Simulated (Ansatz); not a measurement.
MgO:
```
CELL_PARAMETERS angstrom
      3.45166     0.00000     0.00000
     -1.72583     2.98923     0.00000
      0.00000     0.00000     4.13954
ATOMIC_POSITIONS crystal
  Mg 0.66667 0.33333 0.75000
  Mg 0.33333 0.66667 0.25000
  O  0.66667 0.33333 0.25000
  O  0.33333 0.66667 0.75000
```

Relaxed with LDA. Special points in fractions of this cell's reciprocal vectors: Γ (0.000, 0.000, 0.000); M (0.500, 0.000, 0.000); K (0.333, 0.333, 0.000); A (0.000, 0.000, 0.500); L (0.500, 0.000, 0.500); H (0.333, 0.333, 0.500).

Problem. List the band energies nearest the valence-band maximum at these points for plane-wave PAW LDA (Ansatz code).

Solution. In eV from the valence-band maximum; about four levels below and three above (degenerate sets whole), none deeper than 8.9 eV; … stands for higher levels left out; points with the same levels are listed once.

```csv
k,below,above
Γ,-1.80 -1.80 -0.85 -0.85 0.00,3.49 9.48 12.30
M,-2.43 -2.04 -1.36 -0.54,6.92 9.22 9.76
K,-2.26 -2.26 -1.89 -1.89 -0.93,7.22 8.86 …
A,-1.35 -1.35 -1.35 -1.35,6.51 6.51 …
L,-1.60 -1.60 -0.87 -0.87,7.27 7.27 …
H,-2.60 -2.60 -0.41 -0.41,8.08 8.08 …
```

Space group P6_3/mmc. The workflow started from a Materials Project entry (that database holds measured and hypothetical structures alike); the Crystallography Open Database copy checked does not list it. It is not the phase usual at ambient conditions (space group No. 225). The cell was relaxed with LDA under the symmetry of its start; phonons on a q-mesh show no instability.

Potentials: the earlier of the program's two PAW sets.
